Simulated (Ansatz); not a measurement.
# Na: distorted cells

These are results of DFT PBEsol, scalar-relativistic, plane waves, PAW in Ansatz 0.2.0, not measurements.

Cutoff 420 eV; k points 15×15×4 on the computed 4-atom cell (Γ-centred); Gaussian smearing, width 0.10 eV; no spin polarisation.

Reference cell:

```xyz
4
Lattice="3.7004 0.0000 0.0000 -1.8502 3.2046 0.0000 0.0000 0.0000 12.5373" Properties=species:S:1:pos:R:3 pbc="T T T"
Na    0.0000    0.0000    0.0000
Na    0.0000    2.1364    3.1343
Na    0.0000    0.0000    6.2687
Na    1.8502    1.0682    9.4030
```

Each variant moves atoms of this cell by the vectors given, if any (Å), and then applies a symmetric strain (tensor components, Cartesian axes). The reference cell isn't relaxed at this level. Energies are per atom at zero smearing, counted from the lowest variant. Pressure is positive in compression.

1. strain (xx yy zz yz xz xy, %) -0.76 -0.76 -9.76 0.00 0.00 0.00
2. strain (xx yy zz yz xz xy, %) -3.17 -3.17 -4.67 0.00 0.00 0.00
3. strain (xx yy zz yz xz xy, %) 0.14 0.14 -8.86 0.00 0.00 0.00

Question: Order the variants by energy, lowest first.

Answer: 3 (0.0 meV/atom), 2 (1.8 meV/atom), 1 (4.5 meV/atom).

Question: Order them by pressure, highest first.

Answer: 1 (0.91 GPa), 2 (0.84 GPa), 3 (0.62 GPa).

This form isn't the element's structure at ambient conditions.